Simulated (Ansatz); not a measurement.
Fe:
```
CELL_PARAMETERS angstrom
     -1.41585     1.41585     1.41585
      1.41585    -1.41585     1.41585
      1.41585     1.41585    -1.41585
ATOMIC_POSITIONS crystal
  Fe 0.00000 0.00000 0.00000
```
Starting moments (μB, in the order of the atoms Fe): 2.2.

Relaxed with PBE. Special points in fractions of this cell's reciprocal vectors: Γ (0.000, 0.000, 0.000); H (0.500, -0.500, 0.500); N (0.000, 0.000, 0.500); P (0.250, 0.250, 0.250).

Q: List the band energies nearest the Fermi level at these points for PBE in the plane-wave PAW code Ansatz.

A: In eV from the Fermi level; about four levels below and three above (degenerate sets whole), none deeper than 8.9 eV; … stands for higher levels left out; points with the same levels are listed once.

```json
[
 {"k": "Γ ↑", "below": "-2.31 -2.31 -2.31 -1.09 -1.09", "above": "…"},
 {"k": "H ↑", "below": "-4.89 -4.89", "above": "0.14 0.14 0.14"},
 {"k": "N ↑", "below": "-4.97 -3.40 -1.02 -0.90", "above": "0.42 0.44 …"},
 {"k": "P ↑", "below": "-3.25 -3.25 -3.25 -0.86 -0.86", "above": "…"},
 {"k": "Γ ↓", "below": "-8.39 -0.42 -0.42 -0.42", "above": "…"},
 {"k": "H ↓", "below": "-3.07 -3.07", "above": "2.31 2.31 2.31"},
 {"k": "N ↓", "below": "-3.71 -1.72", "above": "0.53 1.52 1.94"},
 {"k": "P ↓", "below": "-1.89 -1.89 -1.89", "above": "1.98 1.98 …"}
]
```

Space group Im-3m (bcc (W type)). Symmetry was held in the PBE relaxation. Spin order of the final state: ferromagnetic, chosen from 3 collinear starts compared on coarse meshes (ties went to the first, and starts can fall back to one state), not a proven ground state. Textbook magnetic order: ferromagnetic.

Potentials: the later of the program's two PAW sets.
